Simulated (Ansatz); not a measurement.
S:
```cif
data_S32
_chemical_formula_sum 'S32'
_space_group_name_H-M_alt 'P 1'
_space_group_IT_number 1
_cell_length_a 13.27400
_cell_length_b 12.78564
_cell_length_c 7.89939
_cell_angle_alpha 75.764
_cell_angle_beta 69.008
_cell_angle_gamma 35.228
loop_
_space_group_symop_operation_xyz
  'x, y, z'
loop_
_atom_site_label
_atom_site_type_symbol
_atom_site_fract_x
_atom_site_fract_y
_atom_site_fract_z
_atom_site_occupancy
S1 S 0.88325 0.75863 0.78070 1
S2 S 0.75863 0.88325 0.57741 1
S3 S 0.57741 0.78070 0.75863 1
S4 S 0.78070 0.57741 0.88325 1
S5 S 0.36675 0.49137 0.46930 1
S6 S 0.49137 0.36675 0.67259 1
S7 S 0.67259 0.46930 0.49137 1
S8 S 0.46930 0.67259 0.36675 1
S9 S 0.81374 0.93862 0.91058 1
S10 S 0.93862 0.81374 0.33705 1
S11 S 0.33705 0.91058 0.93862 1
S12 S 0.91058 0.33705 0.81374 1
S13 S 0.43626 0.31138 0.33942 1
S14 S 0.31138 0.43626 0.91295 1
S15 S 0.91295 0.33942 0.31138 1
S16 S 0.33942 0.91295 0.43626 1
S17 S 0.02184 0.88155 0.80589 1
S18 S 0.88155 0.02184 0.29072 1
S19 S 0.29072 0.80589 0.88155 1
S20 S 0.80589 0.29072 0.02184 1
S21 S 0.22816 0.36845 0.44411 1
S22 S 0.36845 0.22816 0.95928 1
S23 S 0.95928 0.44411 0.36845 1
S24 S 0.44411 0.95928 0.22816 1
S25 S 0.95119 0.06468 0.62136 1
S26 S 0.06468 0.95119 0.36277 1
S27 S 0.36277 0.62136 0.06468 1
S28 S 0.62136 0.36277 0.95119 1
S29 S 0.29881 0.18532 0.62864 1
S30 S 0.18532 0.29881 0.88723 1
S31 S 0.88723 0.62864 0.18532 1
S32 S 0.62864 0.88723 0.29881 1
```

This is the LDA-relaxed structure.

Q: All from the program Ansatz at the LDA level (PAW), unless another level is named. Give the band gap.

A: 1.60 eV (indirect).

Q: Next, the smallest direct gap on the standard path?

A: 1.81 eV.

Q: Predict the valence-band maximum.

A: at Γ.

Space group Fddd (α-S8). The cell was relaxed with LDA under the symmetry of its start. A crystal of weakly bound molecules computed without a dispersion correction: the cell and the soft elastic constants depend strongly on that.

Potentials: the later of the program's two PAW sets.
